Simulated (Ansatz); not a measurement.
Starting cell, Nb (bcc, W type):

```
Nb
1.0
   -3.30962     3.30962     3.30962
    1.65481    -1.65481     1.65481
    1.65481     1.65481    -1.65481
Nb
2
Cartesian
  0.00000   0.00000   0.00000
 -1.65481   1.65481   1.65481
```

The atoms are displaced by Q × the pattern below (from a DFPT mode at N = (0.5, 0.0, 0.0), largest move 1; Q in Å), at fixed cell. (q is in reciprocal vectors of the primitive cell; the cell shown is doubled to hold the pattern.)

```tsv
atom	x	y	z
Nb1	0.000	0.707	-0.707
Nb2	0.000	-0.707	0.707
```

Computed with PBE (plane waves to 420 eV, PAW, scalar-relativistic; Ansatz, a program for electronic structure). k mesh 10×20×20 (Γ-centred), Fermi-Dirac smearing 0.05 eV. Energies are smeared free energies. Compression counts positive. With partly filled bands, energies and forces of such displacements shift with the k mesh and the smearing. Nb is run without spin polarisation. Nb was relaxed with its symmetry unable to fall. The zero of ΔE is the undisplaced structure.

```csv
Q (Å),ΔE (meV/cell),P (GPa),−dE/dQ from forces (eV/Å)
-0.280,383,3.4,2.111
-0.233,285,2.6,2.052
-0.187,194,1.8,1.844
-0.140,115,1.1,1.526
-0.093,53,0.5,1.106
-0.047,13,0.1,0.573
0.000,0,0.0,0.000
0.047,13,0.1,-0.573
0.093,53,0.5,-1.106
0.140,115,1.1,-1.526
0.187,194,1.8,-1.844
0.233,285,2.6,-2.052
0.280,383,3.4,-2.111
```

What the scan shows:

The energy at Q = 0.280 Å comes out as 383 meV/cell. Space group of the distorted cell: Cmcm (No. 63), lowered from Im-3m. Symmetry of the curve: even: the same for both signs. Shape of the curve: a single well with its minimum at or next to zero displacement. Harmonic wavenumber from the curvature (finite differences): 135 cm⁻¹.

(A displaced cell: forces are minus the slopes of the energy, force constants its curvatures, and phonons follow from these.)
